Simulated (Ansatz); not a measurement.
CH3NH2 on a (100) slab of WC (P-6m2 (No. 187)), 6 planes, outer planes W (top) and C (bottom), 1 a cell of 32.9 Å², relaxed and still whole (its atoms last):

```yaml
crystal:
  lattice:
    - [5.66533, 0.00000, 0.00000]
    - [0.00000, 5.80381, 0.00000]
    - [0.00000, 0.00000, 26.07846]
  atoms:
    - { symbol: C, position: [0.25000, 0.00000, 0.30677] }
    - { symbol: C, position: [0.25000, 0.50000, 0.30677] }
    - { symbol: C, position: [0.75000, 0.00000, 0.30677] }
    - { symbol: C, position: [0.75000, 0.50000, 0.30677] }
    - { symbol: W, position: [0.00000, 0.75000, 0.33889] }
    - { symbol: W, position: [0.00000, 0.25000, 0.33889] }
    - { symbol: W, position: [0.50000, 0.75000, 0.33889] }
    - { symbol: W, position: [0.50000, 0.25000, 0.33889] }
    - { symbol: C, position: [0.25000, 0.75000, 0.40313] }
    - { symbol: C, position: [0.25000, 0.25000, 0.40313] }
    - { symbol: C, position: [0.75000, 0.75000, 0.40313] }
    - { symbol: C, position: [0.75000, 0.25000, 0.40313] }
    - { symbol: W, position: [0.99988, 0.50002, 0.43632] }
    - { symbol: W, position: [0.00026, 0.99875, 0.43498] }
    - { symbol: W, position: [0.50011, 0.50153, 0.43632] }
    - { symbol: W, position: [0.49989, 0.99959, 0.43471] }
    - { symbol: C, position: [0.25129, 0.49992, 0.50271] }
    - { symbol: C, position: [0.25001, 0.99504, 0.49931] }
    - { symbol: C, position: [0.74807, 0.49935, 0.50182] }
    - { symbol: C, position: [0.74974, 0.99662, 0.49880] }
    - { symbol: W, position: [0.99887, 0.24150, 0.52995] }
    - { symbol: W, position: [0.99801, 0.75356, 0.52992] }
    - { symbol: W, position: [0.49922, 0.24199, 0.52849] }
    - { symbol: W, position: [0.50332, 0.75687, 0.53377] }
    - { symbol: C, position: [0.64377, 0.60174, 0.65147] }
    - { symbol: N, position: [0.44448, 0.62844, 0.61519] }
    - { symbol: H, position: [0.74358, 0.76347, 0.65230] }
    - { symbol: H, position: [0.76020, 0.46543, 0.63689] }
    - { symbol: H, position: [0.58043, 0.55762, 0.69016] }
    - { symbol: H, position: [0.33090, 0.75366, 0.62803] }
    - { symbol: H, position: [0.34433, 0.47826, 0.61334] }
```

Computed with DFT PBE+D3(BJ), scalar-relativistic, plane waves, PAW (Ansatz). Cutoff 420 eV; k points 4×3×1 on the computed 31-atom cell (Γ-centred); Gaussian smearing, width 0.10 eV; no spin polarisation. A dipole correction removes the field between periodic images along c.

It binds with 1.46 eV a molecule against the clean slab and the free molecule (no zero-point or thermal terms); its shortest contact is N–W 2.27 Å. Take first-order desorption with no barrier to adsorption, no reaction on the face and an assumed prefactor of 10^13 s⁻¹.

(1) How long does a molecule stay at 400 K?

(2) Where does its peak lie in a desorption experiment heated at 2 K/s?

(3) Is this physisorption or chemisorption?

The molecule may also break up before it leaves, which wasn't tried.

## Answers

(1) τ = ν⁻¹·exp(E/k_BT) with k_BT = 0.0345 eV: E/k_BT = 42.4, so τ ≈ 2×10^5 s. It outlasts a purge of seconds.

(2) The peak obeys E/(k_B·T_p²) = (ν/β)·exp(−E/k_BT_p). Solving gives T_p ≈ 529 K (E/k_BT_p = 32.0). An error of 0.1 eV in E moves it by about 36 K, and larger molecules have larger prefactors, which lowers it.

(3) The tightest contact, N–W 2.27 Å, is 0.98 times the sum of covalent radii, and deformation and lateral interaction add up to +0.11 eV. This is chemisorption.